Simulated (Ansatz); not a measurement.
SrHfN$_{2}$ in space group R-3m (No. 166; Sr on 3a, Hf on 3b, N on 6c) at seven volumes, DFT-PBEsol in the program Ansatz with PAW potentials, shape and atoms relaxed at each. One row is withheld.

| V (Å³/atom) | P (GPa) |
|---|---|
| 12.727 | 19.25 |
| 13.147 | 11.80 |
| 13.566 | 5.44 |
| 13.986 | 0.00 |
| 14.405 | ? |
| 14.825 | -8.58 |
| 15.245 | -11.95 |

### Question
Fit the shown pressures and predict the withheld one.

### Answer
P = (3/2)B₀(x^(7/2) − x^(5/2))[1 + (3/4)(B′ − 4)(x − 1)] with x = (V₀/V)^(2/3). Least squares on the six rows gives V₀ = 13.987 Å³/atom, B₀ = 167 GPa, B′ = 4.27. At V = 14.405, x = 0.9806 and P = -4.62 GPa. The run itself gave -4.63 GPa.

The first step of the workflow began from a Materials Project structure, measured or hypothetical; the Crystallography Open Database copy checked does not list it. Its standing as an ambient phase is unchecked. Symmetry was held in the PBEsol relaxation; whether a distortion lowers the energy is not shown. No spin polarisation was allowed. Scalar-relativistic: spin–orbit coupling is off unless named, which matters more the heavier the elements.

Potentials: the later of the program's two PAW sets.
